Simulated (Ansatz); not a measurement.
Below is a relaxed structure of AlB2P3. The cell was found from a structure generator's guess, not taken from experiment.

Computed with DFT PBE, scalar-relativistic, plane waves, PAW in Ansatz. Cutoff 420 eV, Γ-centred mesh, Gaussian smearing, no spin polarisation.

```
Al B P
1.0
     3.41537    0.00000    0.00000
    -1.70768    2.95779    0.00000
     0.00000    0.00000    8.64960
Al B P
1 2 3
Direct
  0.66667 0.33333 0.33739
  0.00000 0.00000 0.98544
  0.33333 0.66667 0.68598
  0.00000 0.00000 0.21382
  0.66667 0.33333 0.61345
  0.33333 0.66667 0.91391
```

Formation energies are uncorrected and refer to the elements' standard structures at the same level. The references include black phosphorus.

Q: Find its symmetry and describe it.

A: P3m1 (No. 156), with Al and B ordered on zinc blende sites. Conventional cell: a = 3.415 Å, c = 8.650 Å. Al is surrounded by 3 P at 2.24 Å and 1 P at 2.39 Å; around B on its first site lie 4 P at 1.98–2.07 Å; B on its second site is surrounded by 4 P at 1.97–2.07 Å; around P on its first site lie 1 B at 1.98 Å and 3 Al at 2.24 Å; 2 more sites not described.

Q: How far does it lie from the elements in energy?

A: −0.241 eV/atom.

Q: Is it a metal?

A: No, the gap on the 12×12×4 mesh is 0.22 eV.

The last run used a 12×12×4 mesh (in the run's order of axes) for its 6-atom cell and Gaussian smearing of 0.01 eV. Kohn–Sham gaps at this level usually fall short of measured ones. The reference form of P is held partly by dispersion forces, which this level lacks. Small gaps are read on the mesh alone, and bands can cross between its points. A structure relaxed within its symmetry needn't be a true minimum. Another cell of AlB2P3 relaxed alike, in I-4m2, lies 42 meV/atom lower, so this cell isn't the stable form at this level.
